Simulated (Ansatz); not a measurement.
Re₃W:
Space group I4/mmm (No. 139); a = b = 3.919 Å, c = 7.853 Å, α = β = γ = 90.00°

```csv
atom,site,symmetry,x,y,z
Re,4d,-4m2,0.0000,0.5000,0.2500
Re,2b,4/mmm,0.0000,0.0000,0.5000
W,2a,4/mmm,0.0000,0.0000,0.0000
```
(The calculation used a cell of 4 atoms; values per cell refer to that cell.)

Relaxed with r²SCAN.

Question: Which orbitals make up the states near the Fermi level in plane-wave PAW r²SCAN (Ansatz code)?

Answer: Within 0.5 eV of the Fermi level: Re 5d 72 %, W 5d 19 %, outside the projected shells 5 %. Projections are on Löwdin-orthogonalised atomic valence shells; empty p or d shells of many metals are not among them.

Question: Tabulate the density of states.

Answer: States/eV per cell of 4 atoms, in 0.25 eV bins, energy from the Fermi level.

| E (eV) | total | Re 5d | W 5d | Re 6s |
|---|---|---|---|---|
| -7.85 | 0.49 | 0.04 | 0.01 | 0.31 |
| -7.60 | 0.56 | 0.06 | 0.02 | 0.35 |
| -7.35 | 0.67 | 0.09 | 0.03 | 0.39 |
| -7.10 | 0.84 | 0.16 | 0.05 | 0.46 |
| -6.85 | 1.51 | 0.52 | 0.18 | 0.61 |
| -6.60 | 2.31 | 1.04 | 0.34 | 0.72 |
| -6.35 | 2.63 | 1.36 | 0.42 | 0.58 |
| -6.10 | 3.20 | 1.71 | 0.51 | 0.66 |
| -5.85 | 3.51 | 2.06 | 0.59 | 0.57 |
| -5.60 | 4.04 | 2.59 | 0.72 | 0.48 |
| -5.35 | 3.93 | 2.65 | 0.72 | 0.36 |
| -5.10 | 3.81 | 2.67 | 0.71 | 0.27 |
| -4.85 | 3.83 | 2.76 | 0.72 | 0.20 |
| -4.60 | 3.38 | 2.48 | 0.63 | 0.14 |
| -4.35 | 2.60 | 1.98 | 0.49 | 0.06 |
| -4.10 | 3.18 | 2.50 | 0.53 | 0.04 |
| -3.85 | 4.10 | 3.10 | 0.75 | 0.08 |
| -3.60 | 3.37 | 2.53 | 0.64 | 0.07 |
| -3.35 | 3.31 | 2.46 | 0.64 | 0.08 |
| -3.10 | 3.75 | 2.77 | 0.68 | 0.13 |
| -2.85 | 4.13 | 3.02 | 0.72 | 0.18 |
| -2.60 | 4.22 | 3.06 | 0.72 | 0.21 |
| -2.35 | 4.33 | 3.08 | 0.76 | 0.22 |
| -2.10 | 4.82 | 3.38 | 0.86 | 0.28 |
| -1.85 | 4.83 | 3.23 | 0.97 | 0.25 |
| -1.60 | 4.78 | 3.25 | 0.96 | 0.23 |
| -1.35 | 4.90 | 3.41 | 0.98 | 0.21 |
| -1.10 | 5.49 | 3.78 | 1.20 | 0.20 |
| -0.85 | 3.96 | 2.55 | 0.94 | 0.16 |
| -0.60 | 3.41 | 2.17 | 0.84 | 0.12 |
| -0.35 | 3.12 | 2.08 | 0.69 | 0.10 |
| -0.10 | 2.97 | 2.08 | 0.58 | 0.08 |
| 0.15 | 2.94 | 2.17 | 0.52 | 0.08 |
| 0.40 | 3.54 | 2.80 | 0.52 | 0.09 |
| 0.65 | 3.51 | 2.74 | 0.54 | 0.09 |
| 0.90 | 3.34 | 2.47 | 0.64 | 0.08 |
| 1.15 | 2.82 | 1.88 | 0.73 | 0.08 |
| 1.40 | 2.81 | 1.73 | 0.86 | 0.08 |
| 1.65 | 2.67 | 1.70 | 0.78 | 0.07 |
| 1.90 | 2.66 | 1.67 | 0.80 | 0.07 |
| 2.15 | 2.89 | 1.74 | 0.95 | 0.07 |
| 2.40 | 2.86 | 1.86 | 0.81 | 0.07 |
| 2.65 | 2.98 | 2.07 | 0.72 | 0.07 |
| 2.90 | 2.77 | 1.97 | 0.64 | 0.07 |
| 3.15 | 2.82 | 2.04 | 0.61 | 0.08 |
| 3.40 | 2.84 | 1.98 | 0.68 | 0.07 |
| 3.65 | 2.97 | 1.99 | 0.79 | 0.08 |
| 3.90 | 3.72 | 2.28 | 1.22 | 0.08 |

The first step of the workflow began from a Materials Project structure, measured or hypothetical; the Crystallography Open Database copy checked does not list it. Its standing as an ambient phase is unchecked. Symmetry was held in the r²SCAN relaxation; whether a distortion lowers the energy is not shown. The run is not spin-polarised. Axis ratios of metals converge slowly with the k-mesh, so a and c are less sure than the volume. Spin–orbit coupling is left out wherever it is not named.

Potentials: the later of the program's two PAW sets.
